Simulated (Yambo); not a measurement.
BP (zinc blende, space group F-43m, No. 216), G0W0@LDA (Yambo, plasmon pole, terminator in G, 6×6×6 mesh): gap Γ → X in eV by bands and screening block.

| bands (W and G) | 2 Ry | 5 Ry | 8 Ry | 11 Ry | 14 Ry |
|---|---|---|---|---|---|
| 15 | 1.87 | ? | ? | 2.13 | 2.14 |
| 26 | 1.81 | 2.00 | 2.07 | 2.11 | 2.12 |
| 44 | ? | 1.99 | 2.06 | 2.11 | 2.12 |
| 64 | 1.79 | 1.99 | 2.06 | 2.12 | 2.13 |
| 84 | 1.79 | 1.99 | 2.06 | 2.12 | 2.13 |

### Question
Estimate the withheld gaps from their neighbours; the computed values follow.

### Answer

- 15, 5 Ry: 2.05
- 15, 8 Ry: 2.10
- 44, 2 Ry: 1.80

The largest settings aren't shown to be the converged limit.

Geometry relaxed with LDA; primitive cell a = b = c = 3.1728 Å, α = β = γ = 60.00°.
